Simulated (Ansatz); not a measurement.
MoRu$_{3}$:
```yaml
crystal:
  lattice:
    - [3.80911, 0.00000, 0.00000]
    - [0.00000, 3.80911, 0.00000]
    - [0.00000, 0.00000, 3.80911]
  atoms:
    - { symbol: Ru, position: [0.00000, 0.50000, 0.50000] }
    - { symbol: Ru, position: [0.50000, 0.50000, 0.00000] }
    - { symbol: Ru, position: [0.50000, 0.00000, 0.50000] }
    - { symbol: Mo, position: [0.00000, 0.00000, 0.00000] }
```

This is the PBEsol-relaxed structure.

### Question
All from the program Ansatz at the PBEsol level (PAW), unless another level is named. Predict the highest zone-centre frequency.

### Answer
176 cm⁻¹.

### Question
Predict the bulk modulus (Birch–Murnaghan fit).

### Answer
325 GPa.

### Question
Give the elastic constants (relaxed ions, GPa).

### Answer
C11 = 477, C12 = 250, C44 = 237.

Space group Pm-3m (Cu3Au type). A made-up cell: these elements were put on the sites of a structure type; neither database checked (COD, Materials Project) lists it. Its standing as an ambient phase is unchecked. Symmetry was held in the PBEsol relaxation; its stability against distortions is not shown here. No spin polarisation was allowed. As this level gives no gap, shear constants depend on the k-mesh and smearing (Fermi–Dirac, 0.1 eV here). As this level gives no gap, phonon frequencies hold no LO–TO term and depend on the k-mesh and smearing (Fermi–Dirac, 0.1 eV here).

Potentials: the earlier of the program's two PAW sets. The files were generated under PBE; for other functionals the program regenerates the frozen cores, and for LDA and PBEsol the local potential too.
